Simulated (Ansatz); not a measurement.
## Notes on RbCdN3O6

```xyz
11
Lattice="5.0884 -0.7799 -0.5816 0.5464 5.4365 -0.5213 0.4242 0.1268 5.5556" Properties=species:S:1:pos:R:3 pbc="T T T"
Cd    4.3872    0.0303    1.2970
N     1.3645    3.3738    1.8510
N     1.7657    0.5543    2.0847
N     1.0680    3.7238    3.7658
O     1.5702    4.1908   -0.1706
O     4.5140    2.5992    1.1034
O     3.1659    3.9158    1.4525
O     0.7056    2.3255    0.3523
O     2.7934    4.7286    3.1666
O     0.9915    0.5636    5.0474
Rb    3.4903    1.9760    4.1304
```

The numbers come from plane-wave PAW DFT (Ansatz): r2SCAN, no spin polarisation, 500 eV, 4×4×3 (shifted by 0.5, 0, 0 steps) k points, fermi-dirac occupations (width 0.1 eV). Nothing was relaxed.

(1) Is there a gap?

(2) Is it stable against the elements?

(3) Is the cell too large or too small?

(4) What do density and ELF say about some of the short contacts?

Origin: a disordered cell, so it need not be a known compound. Caveats: many states at the Fermi level without spin polarisation, so a magnetic state may lie lower; the k mesh is coarse if the cell is a metal; atoms or cell far from equilibrium.

Answers

(1) It is a metal on this mesh, though the bands barely overlap, with about 7.9 states/eV a cell as the mean within 0.25 eV of the Fermi level, mostly O p (48 %) and N p (48 %).

(2) 1.84 eV an atom against the elements' usual phases (free molecules for gases, crystals otherwise, with no correction for O₂ or N₂), so at this geometry it isn't bound against them. Relaxing would lower it.

(3) The pressure is -13.9 GPa (compression positive), so with the atoms held at these fractions the cell would first shrink; the forces are large, so a full relaxation may end otherwise. The principal stresses -15.0, -14.9, -11.8 GPa differ, so its shape would change too.

(4) O–O at 1.92 Å: least valence density 0.57 e/Å³ and ELF 0.28 there. N–O at 1.92 Å: least valence density 0.59 e/Å³ and ELF 0.32 there. N–N at 1.97 Å: least valence density 0.57 e/Å³ and ELF 0.42 there. Both are smooth PAW fields, read partly inside the augmentation spheres.
